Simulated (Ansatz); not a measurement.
# Sensitivity of the gradients in Na4ScTaSi3O12 to the input

Cell: a Materials Project structure (computed, not necessarily an observed phase), taken as it stands.

```cif
data_Na4ScTaSi3O12
_symmetry_space_group_name_H-M 'R3c:H'
_symmetry_Int_Tables_number 161
_cell_length_a 9.1830
_cell_length_b 9.1830
_cell_length_c 22.2761
_cell_angle_alpha 90.000
_cell_angle_beta 90.000
_cell_angle_gamma 120.000
loop_
_atom_site_label
_atom_site_type_symbol
_atom_site_symmetry_multiplicity
_atom_site_Wyckoff_symbol
_atom_site_fract_x
_atom_site_fract_y
_atom_site_fract_z
Na1 Na 18 b 0.3074 0.3507 0.5801
Na7 Na 6 a 0.0000 0.0000 0.4933
Sc Sc 6 a 0.0000 0.0000 0.3514
Ta Ta 6 a 0.0000 0.0000 0.6463
Si Si 18 b 0.9583 0.3299 0.5851
O19 O 18 b 0.2092 0.0263 0.3106
O25 O 18 b 0.8037 0.9687 0.6929
O31 O 18 b 0.0094 0.8229 0.4129
O37 O 18 b 0.9643 0.1519 0.5880
```

One atom of each set is listed; the run and its k-mesh use a cell of 42 atoms with edges of 9.12, 9.12, 9.12 Å.

Reference run. The numbers come from a DFT calculation in Ansatz (PBE, plane waves and PAW, scalar-relativistic, 420 eV cutoff, Γ-centred 3×3×3 k-points, Fermi–Dirac smearing 0.02 eV).

(1) The input is changed as follows: `kpoints.mp_grid.grid`: [3, 3, 3] → [2, 2, 2]; `crystal.symmetry`: not typed → {detect: false}. What happens to V_zz (10²¹ V/m²) and η?

## Answers

(1) 

```json
{"site": "Na1", "V_zz reference": "-0.96", "η reference": "0.35", "V_zz changed": "-0.96", "η changed": "0.35"}
{"site": "Na7", "V_zz reference": "-1.03", "η reference": "0.00", "V_zz changed": "-1.03", "η changed": "0.00"}
{"site": "Sc", "V_zz reference": "2.84", "η reference": "0.00", "V_zz changed": "2.84", "η changed": "0.00"}
{"site": "Ta", "V_zz reference": "1.96", "η reference": "0.00", "V_zz changed": "1.95", "η changed": "0.00"}
{"site": "Si", "V_zz reference": "2.72", "η reference": "0.70", "V_zz changed": "2.72", "η changed": "0.70"}
{"site": "O19", "V_zz reference": "4.41", "η reference": "0.31", "V_zz changed": "4.41", "η changed": "0.31"}
{"site": "O25", "V_zz reference": "6.03", "η reference": "0.05", "V_zz changed": "6.03", "η changed": "0.05"}
{"site": "O31", "V_zz reference": "5.41", "η reference": "0.37", "V_zz changed": "5.41", "η changed": "0.37"}
{"site": "O37", "V_zz reference": "5.93", "η reference": "0.05", "V_zz changed": "5.93", "η changed": "0.05"}
```

No V_zz moves by more than 0.01. SCF iterations: 8 and 8. In the changed run the k-mesh is coarser than the standard one, yet the gradients stay close to the reference.

On the reference run: Without spin–orbit coupling the gradients at and beside Ta can be off by some per cent, at some sites by more. With these PAW files V_zz is typically within 2 to 3 % of all-electron values, but misses above 10 % occur on Ta.
